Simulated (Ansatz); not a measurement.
Starting cell, Sn (beta-Sn type, space group I4_1/amd):

```
CELL_PARAMETERS angstrom
     -2.91656     2.91656     1.57902
      2.91656    -2.91656     1.57902
      2.91656     2.91656    -1.57902
ATOMIC_POSITIONS crystal
  Sn 0.75000 0.25000 0.50000
  Sn 0.00000 0.00000 0.00000
```

Two-dimensional scan of atom 1 (Sn, nearest neighbour Sn at 3.022 Å; its periodic images, 3.2 Å or more away, move with it): u runs along (1.000, 0.000, 0.000), v along (0.000, 1.000, 0.000) (Cartesian). Cell and other atoms are fixed.

The numbers are results of PBEsol (plane waves to 420 eV, PAW, scalar-relativistic; Ansatz, a first-principles code), not measurements. k mesh 13×13×13 (Γ-centred), Fermi-Dirac smearing 0.05 eV. Stress and pressure are positive under compression. With partly filled bands, energies and forces of such displacements shift with the k mesh and the smearing. Sn was relaxed with its symmetry unable to fall. The PAW data are Ansatz's earlier set. 

```tsv
P (GPa)	u = -0.760	u = -0.380	u = 0.000	u = 0.380	u = 0.760
v = -0.760	22.6	17.7	17.1	17.7	22.6
v = -0.380	17.7	[?]	[?]	[?]	17.7
v = 0.000	17.1	[?]	0.0	[?]	17.1
v = 0.380	17.7	[?]	[?]	[?]	17.7
v = 0.760	22.6	17.7	17.1	17.7	22.6
```

### Question
Complete the blanks.

### Answer

- v = -0.380, u = -0.380: 6.2
- v = -0.380, u = 0.000: 3.5
- v = -0.380, u = 0.380: 6.2
- v = 0.000, u = -0.380: 3.5
- v = 0.000, u = 0.380: 3.5
- v = 0.380, u = -0.380: 6.2
- v = 0.380, u = 0.000: 3.5
- v = 0.380, u = 0.380: 6.2

(A displaced cell: forces are minus the slopes of the energy, force constants its curvatures, and phonons follow from these.)
